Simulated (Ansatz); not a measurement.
SnTe:
```xyz
2
Lattice="0.0000 3.2047 3.2047 3.2047 0.0000 3.2047 3.2047 3.2047 0.0000" Properties=species:S:1:pos:R:3 pbc="T T T"
Te     3.2047     3.2047     3.2047
Sn     0.0000     0.0000     0.0000
```

The program Ansatz at the PBE level (PAW) gives a gap of 0.05 eV without spin–orbit coupling, maximum at L, minimum at L.

**Question.** What happens when spin–orbit coupling is switched on?

**Answer.** The gap rises by 0.06 eV, to 0.11 eV; maximum at L, minimum at L. The small gap may have closed and reopened with inverted band order, as semilocal functionals often give for heavy narrow-gap crystals.

**Question.** Give the Z2 indices of the occupied bands with spin–orbit coupling.

**Answer.** 0;(000).

Space group Fm-3m (rock salt). The cell was relaxed with PBE under the symmetry of its start. At this level the phase is dynamically unstable (imaginary phonons).

Potentials: the later of the program's two PAW sets.
